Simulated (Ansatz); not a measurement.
A geometry of ReSe2 away from equilibrium: step 2 of the relaxation of a generated trial cell of ReSe2 in the AFLOW prototype AB2_cF48_227_c_e (as in Ti2C). Calculation: r2SCAN (plane waves to 500 eV, PAW, scalar-relativistic; Ansatz, an electronic-structure program). Γ-centred k-mesh 5×5×5 on the run's cell, Fermi–Dirac smearing 0.05 eV.

```xyz
12
Lattice="0.0000 4.9998 4.9998 4.9998 0.0000 4.9998 4.9998 4.9998 0.0000" Properties=species:S:1:pos:R:3:forces:R:3 pbc="T T T" free_energy=-87347.595 pressure_GPa=-4.8
Re     6.2497     6.2497     6.2497    0.0000    0.0000    0.0000
Re     6.2497     3.7498     3.7498    0.0000    0.0000    0.0000
Re     3.7498     6.2497     3.7498    0.0000    0.0000    0.0000
Re     3.7498     3.7498     6.2497    0.0000    0.0000    0.0000
Se     8.8113     8.8113     8.8113   -0.4219   -0.4219   -0.4219
Se     8.8113     6.1880     6.1880   -0.4219    0.4219    0.4219
Se     6.1880     8.8113     6.1880    0.4219   -0.4219    0.4219
Se     6.1880     6.1880     8.8113    0.4219    0.4219   -0.4219
Se     3.6881     3.6881     3.6881    0.4219    0.4219    0.4219
Se     3.6881     6.3114     6.3114    0.4219   -0.4219   -0.4219
Se     6.3114     3.6881     6.3114   -0.4219    0.4219   -0.4219
Se     6.3114     6.3114     3.6881   -0.4219   -0.4219    0.4219
```

Positions in Å, forces in eV/Å, free energy of the cell in eV (comparable only within this code, potentials and settings). Largest force: 0.73 eV/Å, on Se5, Se6, Se7, Se8, Se9, Se10, Se11, Se12 (atoms numbered as listed); the geometry lies 0.01 eV/atom above the end of its relaxation.

No spin polarisation in the result. A magnetic state may lie lower.

The run could not lose the symmetry of its start: the end is stationary, and may be a saddle point rather than a minimum.

The end of the path is a generated cell of ReSe2: the first start was made by placing the elements on the sites of a structure type, and the end was not matched to a known phase here, so it may be hypothetical.
